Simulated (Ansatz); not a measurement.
Nb3Si:
```xyz
16
Lattice="-5.1011 5.1011 2.5577 5.1011 -5.1011 2.5577 5.1011 5.1011 -2.5577" Properties=species:S:1:pos:R:3 pbc="T T T"
Nb    -0.8381     0.9625     3.7742
Nb     4.1385     4.2629    -1.2166
Nb     5.9392     4.1385     1.2166
Nb     0.9625     0.8381     1.3411
Nb     1.4702     5.2070    -0.0736
Nb     4.9951     1.4702     0.0736
Nb     3.6309    -0.1060     2.4841
Nb     0.1060     3.6309     2.6312
Nb    -2.0108     2.2074     1.3094
Nb     2.8937     3.0902     1.2482
Nb     7.1119     2.8937    -1.2482
Nb     2.2074     2.0108     3.8059
Si     7.2325     0.2159    -0.0812
Si     4.8852     2.1315     2.6389
Si    -2.1315     4.8852     2.4765
Si     0.2159     2.9696     0.0812
```

Relaxed with PBEsol.

Map the electron localisation function on the plane through (0.496, 0.130, 0.654) spanned by u = [1, 0, 1] and v = [0, 1, 1] in lattice vectors, from DFT-PBEsol in the program Ansatz with PAW potentials.

x is the fraction of u, y of v (the angle between them is 90°; rows are the nearest grid lines); atoms in the plane: Nb at (0.00, 0.00), Nb at (0.98, 0.71), Si at (0.51, 0.56), Si at (0.47, 0.15).
```
| =@%:.=++=-----:--=+=------=+*###+::%@= |
|@@%=.:+###*+=:....::-:::-+#%%%##%#=.=%@@|
|%#=.:+#%%%%#+-:...:--::-=*%@#=--*%*-.=#%|
|::=*%@*::-*@%*-:::=++---=#@@+:=:-%@%+-::|
|.:=#@%=:-:=%@#+---=+-:::-+#@#+-=*%%+:::.|
|@#-.+##*+*%@%*=-::--:....:=*#%%%#=.:*@@@|
|@@*::*%%%%%%*+-:::--:....:-=+***+:.=@@%@|
|=@%-.=***+=------=+**+=-------=+=::#@*.=|
|@#-.-===-::::::-+#@@@@%#*+=---=+*=::*@@@|
|..-+++-::::::::=#%*-:-#%#*=-::::-++-....|
|-=+*+=-::------+#%+:=:+%%*=::..::=++=-:-|
|=--::::--+***+=+#%#=:=#%%*=-::...:-=+++=|
|:.....:=+*=-:....-#@@%*=-:-====-:::::--:|
|::...:-==:.=%@@@*::+=::+**=::=*+=::::--:|
|=-:..:=+=.:#@@%@@+:-::*@@@%+::+*=-::-=+=|
|#*=---++=.:%@*-%@*:::*@%:-@@=.-++-::-+*#|
|==-:::=+*-:-*%@%+::+:-%@@@@*:.=+-:...:-=|
|:-:::::==+=-:..:-*%@*:..:::.-++=:.....::|
|---:::::--=====+#%%@%*-...:=+*+=:.....:-|
|+*++=-:...::=*%%#-::+%%*+++*+=--:---==++|
|.::=+=-:::::-+#%#-:-=%#+-:::-:::-=+*=-:.|
|%#=::=++----=+*%@%%#@%*-:::::::-=+=::=#%|
|@@%=.-++=----=+*%%@@%#+-:::::--=+=:.=%@@|
| =@%:.=++=-----:--=+=------=+*###+::%@= |
```
Scale: ten equal steps from 0.079 (start of ' ') to 0.773 (end of '@'), in the order ' .:-=+*#%@'; x runs from 0.000 to 1.00, y from 0.000 (bottom) to 1.00 (top).

The density is the valence pseudo-density with augmentation charge, so density and ELF within about 1 Å of a nucleus are not all-electron values.

Space group I-4. The workflow started from a Materials Project entry (that database holds measured and hypothetical structures alike); the Crystallography Open Database copy checked does not list it. COD files the formula under space group No. 86, 221. Whether it is the stable phase at ambient conditions was not checked. The PBEsol relaxation kept the symmetry of its start; whether a distortion lowers the energy is not shown. The run is not spin-polarised.

Potentials: the later of the program's two PAW sets.
